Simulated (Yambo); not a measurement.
**SrCl2: sweep of GW parameters**

G0W0@PBEsol for SrCl2 (fluorite, space group Fm-3m, No. 225) in Yambo. Reference settings: 4×4×4 Γ-centred k mesh, 152 bands and a 8 Ry block in the screening, 152 bands in G with the Bruneval-Gonze terminator, plasmon pole fitted at 27.2 eV. The PBEsol gap X → Γ on this mesh is 5.26 eV; G0W0 gaps are taken between the same points.

```tsv
change from the reference	G0W0 gap X → Γ (eV)	shift of the valence edge (eV)	rough Yambo cost
reference settings	7.70	-1.81	1
54 bands in W, 54 bands in G	7.65	-1.59	about 1/2
82 bands in W, 82 bands in G	7.66	-1.70	within a factor of two
wavefunctions cut at 10 Ry	7.52	-1.64	within a factor of two
wavefunctions cut at 20 Ry	7.70	-1.80	within a factor of two
exchange cut at 40 Ry	7.70	-1.81	–
exchange cut at 10 Ry	7.64	-1.71	–
exchange cut at 20 Ry	7.70	-1.81	–
32 bands in W, 32 bands in G, 3 Ry block	7.63	-1.30	about 1/6
54 bands in W, 54 bands in G, 3 Ry block	7.48	-1.43	about 1/4
54 bands in W, 54 bands in G, 5 Ry block	7.61	-1.54	about 1/3
82 bands in W, 82 bands in G, 5 Ry block	7.60	-1.63	about 1/3
115 bands in W, 115 bands in G, 3 Ry block	7.39	-1.51	about 1/2
2 Ry block	7.34	-1.49	within a factor of two
32 bands in W, 32 bands in G, 3 Ry block, no terminator	7.61	-1.04	about 1/6
```

The reference isn't shown to be the converged limit. Costs are rough (shared machines), scaled to the same edge states, and given only for runs that recompute the screening.

Geometry relaxed with PBEsol; primitive cell a = b = c = 4.883 Å, α = β = γ = 60.00°.

A shift is the quasiparticle energy of the state minus its PBEsol energy.
